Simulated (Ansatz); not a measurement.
# C and the effect of the dispersion correction

The cell as given:

It takes space group Fd-3m (No. 227, cubic). Conventional cell: a = 3.567 Å, b = 3.567 Å, c = 3.567 Å, α = 90.00°, β = 90.00°, γ = 90.00°. C (site symmetry -43m) has 4 C at 1.54 Å as nearest neighbours.

Kept alike: task relaxation of cell and atoms; functional PBEsol; k mesh 13 × 13 × 13; occupations fermi-dirac, width 0.05 eV; no spin polarisation. Program: Ansatz, Ansatz PAW, cutoff 420 eV. The mesh is that of the run's cell of 2 atoms. No spin-orbit coupling.

| dispersion correction | volume (Å³/atom) |
| --- | --- |
| D3(BJ) | 5.563 |
| D3(BJ)-ATM | 5.574 |
| D4 | 5.572 |
| none | 5.610 |

The relaxations keep at least the cell's symmetry (Fd-3m). Relaxations stop with a little pressure left, so the last digits of a volume or edge aren't settled. Ansatz's relaxations hold a Pulay term in the stress (up to 1.0 GPa here). All rows use potentials made for PBE.

Task: What does the dispersion correction change here?

Result: The volume runs from 5.563 (D3(BJ)) to 5.610 Å³/atom (none). Against no correction: D3(BJ) -0.8 %; D3(BJ)-ATM -0.6 %; D4 -0.7 %. Dispersion terms mostly attract and so lower the volume; the schemes' coefficients and damping set how far. Measured: 5.672 Å³/atom at 293.15 K (COD entry, doi:10.1021/ja01156a043); nearest none, 0.06 Å³/atom off. The runs are for a static lattice.
